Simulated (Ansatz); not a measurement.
Structure: LiBiSe₂, ordered on the rocksalt lattice (R-3m) with 4 atoms a cell, at its r2SCAN minimum. It is trigonal, R-3m (No. 166); conventional cell a = 4.120 Å, c = 19.840 Å, 24.30 Å³ an atom. Around Li lie 6 Se at 2.85 Å; around Bi lie 6 Se at 2.95 Å; around Se lie 3 Li at 2.85 Å and 3 Bi at 2.95 Å.

```
CELL_PARAMETERS angstrom
2.05991 1.18929 6.61340
-2.05991 1.18929 6.61340
0.00000 -2.37858 6.61340
ATOMIC_POSITIONS crystal
Li 0.00000 0.00000 0.00000
Bi 0.50000 0.50000 0.50000
Se 0.25433 0.25433 0.25433
Se 0.74567 0.74567 0.74567
```

3 runs of Ansatz 0.2.0 on this cell differ in the functional (and in the settings that go with it). Levels are in eV from each run's valence top; v1 is the last filled band, c1 the first empty one.

Run A, mean stress 0.0 GPa (compression positive):
```
point     v2     v1    c1    c2
    Γ  -1.03  -1.03  1.67  2.39
    T  -0.87   0.00  1.39  2.55
   H₂  -1.82  -0.81  2.53  3.57
```

Run B, mean stress +0.9 GPa (compression positive):
```
point     v2     v1    c1    c2
    Γ  -0.91  -0.91  1.37  2.21
    T  -0.75  -0.01  1.04  2.38
   H₂  -1.72  -0.77  2.25  3.28
```

Run C, mean stress -2.9 GPa (compression positive):
```
point     v2     v1    c1    c2
    Γ  -0.87  -0.87  1.28  2.14
    T  -0.72  -0.01  0.91  2.31
   H₂  -1.71  -0.78  2.17  3.20
```

**Question.** Match the runs to LDA, PBE, r2SCAN.

**Answer.** A is r2SCAN, B is PBE, C is LDA. In order of the gap: LDA 0.91, PBE 1.04, r2SCAN 1.39 eV. The stress vanishes for r2SCAN, which relaxed the cell.

(Calculated; spin-unpolarised; the phase may be known or hypothetical.)

Spin-orbit coupling is left out; in compounds of Pb, Bi, Tl or Hg it can lower a gap by up to about 1 eV, split its edges or invert the bands.
